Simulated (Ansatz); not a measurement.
## What DFT gives for YMn4

```
CELL_PARAMETERS angstrom
4.27338 0.00000 0.00000
0.00000 4.27338 0.00000
0.00000 0.00000 4.27338
ATOMIC_POSITIONS crystal
Y 0.00000 0.00000 0.00000
Mn 0.50000 0.50000 0.50000
Mn 0.00000 0.50000 0.50000
Mn 0.50000 0.00000 0.50000
Mn 0.50000 0.50000 0.00000
```

Single point in Ansatz 0.2.0 with r2SCAN, no spin polarisation. Cutoff 500 eV, PAW datasets, 8×8×8 Γ-centred k mesh, fermi-dirac filling (width 0.1 eV).

Question: Describe some of the short contacts.

Answer: Mn–Mn at 2.14 Å: least valence density 0.66 e/Å³ and ELF 0.24 there. Y–Mn at 3.02 Å: least valence density 0.15 e/Å³ and ELF 0.11 there. These are pseudo-fields; inside the PAW spheres they differ from the all-electron ones.

Question: Which element gives electrons and which takes them?

Answer: Bader charges in e: Y +1.61, Mn -0.92 to -0.23. In the mean Y gives up most and Mn takes most.

Question: Is the cell too large or too small?

Answer: The pressure is -4.2 GPa (compression positive), so with the atoms held at these fractions the cell would first shrink.

Question: Metal or insulator?

Answer: It is a metal, with about 5.6 states/eV a cell as the mean within 0.25 eV of the Fermi level, mostly Mn d (92 %).

Origin: a known structure type with other elements, at an estimated volume, so it need not be a known compound. Caveats: no spin polarisation, so a magnetic state may lie lower.
